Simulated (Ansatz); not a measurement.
SnPd:
```
CELL_PARAMETERS angstrom
      6.10350     0.00000     0.00000
      0.00000     3.93769     0.00000
      0.00000     0.00000     6.47540
ATOMIC_POSITIONS crystal
  Sn 0.80767 0.75000 0.59117
  Sn 0.19233 0.25000 0.40883
  Sn 0.69233 0.25000 0.09117
  Sn 0.30767 0.75000 0.90883
  Pd 0.99124 0.75000 0.19184
  Pd 0.00876 0.25000 0.80816
  Pd 0.50876 0.25000 0.69184
  Pd 0.49124 0.75000 0.30816
```

Relaxed with r²SCAN. Special points in fractions of this cell's reciprocal vectors: Γ (0.000, 0.000, 0.000); X (0.500, 0.000, 0.000); S (0.500, 0.500, 0.000); Y (0.000, 0.500, 0.000); Z (0.000, 0.000, 0.500); U (0.500, 0.000, 0.500); R (0.500, 0.500, 0.500); T (0.000, 0.500, 0.500).

Problem. List the band energies nearest the Fermi level at these points for DFT-r²SCAN in the program Ansatz with PAW potentials.

Solution. In eV from the Fermi level; about four levels below and three above (degenerate sets whole), none deeper than 8.9 eV; points with the same levels are listed once.

```tsv
k	below	above
Γ	-1.63 -1.61 -1.28 -0.77	0.72 0.90 3.62
X	-2.79 -2.79 -2.65 -2.65	0.62 0.62 1.54 1.54
S	-1.84 -1.84 -1.84 -1.84	0.32 0.32 0.32 0.32
Y	-1.23 -1.23 -0.85 -0.85	2.15 2.15 2.34 2.34
Z	-1.62 -1.62 -0.12 -0.12	1.14 1.14 2.66 2.66
U	-2.84 -2.84 -0.71 -0.71	0.71 0.71 2.55 2.55
R	-2.52 -2.52 -2.52 -2.52	2.72 2.72 2.72 2.72
T	-2.16 -2.16 -1.96 -1.96	0.47 0.47 0.69 0.69
```

Space group Pnma. The workflow started from a Materials Project entry (that database holds measured and hypothetical structures alike); the Crystallography Open Database files this formula in space group No. 62, but the cells were not matched. Whether it is the stable phase at ambient conditions was not checked. Symmetry was held in the r²SCAN relaxation; its stability against distortions is not shown here. The run is not spin-polarised. Spin–orbit coupling is left out wherever it is not named.

Potentials: the later of the program's two PAW sets.
